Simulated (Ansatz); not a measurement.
Ba2ScO3F in space group I4mm (No. 107; Pearson symbol tI14), plane-wave PAW r²SCAN (Ansatz code). The conduction-band minimum lies at M, with 1 equivalent valley. Second derivatives d²E/dk² of the lowest band at one valley (eV·Å²), along Cartesian directions:

```csv
direction,d²E/dk²
[100],14.91
[010],14.91
[001],11.28
[110],14.91
[101],13.09
[011],13.09
```

Question: Find the principal effective masses, the density-of-states mass and the conductivity mass.

Answer: Off-diagonal terms follow from H_xy = H[110] − (H_xx + H_yy)/2, and m*/mₑ = 7.620 eV·Å² over each eigenvalue: 0.51, 0.51, 0.68. One valley's DOS mass (m₁m₂m₃)^(1/3) = 0.56, conductivity mass 3/(Σ 1/mᵢ) = 0.56 mₑ.

Question: What effective density of states Nc follows at 300 K for parabolic valleys?

Answer: Nc = 2.509e19 × 1 × (0.56)^(3/2) ≈ 1.1e19 cm⁻³.

The workflow started from a Materials Project entry (that database holds measured and hypothetical structures alike); the Crystallography Open Database copy checked does not list it. Its standing as an ambient phase is unchecked. Symmetry was held in the r²SCAN relaxation; its stability against distortions is not shown here. The run is not spin-polarised. Spin–orbit coupling is left out wherever it is not named.

Potentials: the later of the program's two PAW sets.

Edges and masses are those of Kohn–Sham bands, whose gap is no quasiparticle gap.
